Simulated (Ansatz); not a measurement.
Relaxed-ion elastic tensor of Cd (simple rhombohedral, R-3m) in GPa (Voigt order), the program Ansatz at the r²SCAN level (PAW); density 8.51 g/cm³, 21.93 Å³ per atom.

```tsv
	1	2	3	4	5	6
1	50.8	49.1	41.3	-6.7	0.0	0.0
2	49.1	50.8	41.3	6.7	0.0	0.0
3	41.3	41.3	117	0.0	0.0	0.0
4	-6.7	6.7	0.0	17.4	0.0	0.0
5	0.0	0.0	0.0	0.0	17.4	-6.7
6	0.0	0.0	0.0	0.0	-6.7	0.8
```

Task: Is the crystal mechanically stable?

Result: No: the smallest eigenvalue of C is -2.8 GPa.

The first step of the workflow began from a Materials Project structure, measured or hypothetical; the Crystallography Open Database copy checked does not list it. It is not the phase usual at ambient conditions (space group No. 194). The r²SCAN relaxation kept the symmetry of its start. At this level the phase is mechanically unstable. As this level gives no gap, shear constants depend on the k-mesh and smearing (Fermi–Dirac, 0.1 eV here). On the denser mesh and wider smearing of the elastic run this cell carries a stress of 0.4 GPa.

Potentials: the later of the program's two PAW sets.
